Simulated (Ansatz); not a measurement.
# Mg₂Zn₃S₅: rattling a relaxed structure

The cell was found from a structure generator's guess, not taken from experiment.

Method: DFT PBE, scalar-relativistic, plane waves, PAW (Ansatz). Settings: cutoff 420 eV, Γ-centred mesh 10×10×10 on the computed 10-atom cell, Gaussian smearing of 0.02 eV; no spin polarisation.

The cell below (10 atoms, space group I-4m2 (No. 119)) is relaxed within its symmetry.

```
Mg Zn S
1.0
    -1.95809    1.95809   13.89960
     1.95809   -1.95809   13.89960
     1.95809    1.95809  -13.89960
Mg Zn S
2 3 5
Direct
  0.60103 0.60103 0.00000
  0.39897 0.39897 0.00000
  0.20203 0.20203 0.00000
  0.79797 0.79797 0.00000
  0.00000 0.00000 0.00000
  0.25000 0.75000 0.50000
  0.84605 0.34605 0.50000
  0.45187 0.95187 0.50000
  0.04813 0.54813 0.50000
  0.65395 0.15395 0.50000
```

For the test it was strained at random (σ = 1.5 % a component), the atoms were moved at random (σ = 0.05 Å), and all was relaxed again on a coarse 4×4×4 mesh (in the run’s order of axes) with 0.10 eV smearing, with no symmetry imposed.

Q: Does it come back?

A: It returns, within 1 meV/atom of the unmoved cell on that mesh and with the same symmetry when read at 0.1 Å (P1 at 0.01 Å, so small strains and shifts remain). So it is stable against the distortions that fit this cell and that this random move excites. Modes that don't fit the cell aren't tested.
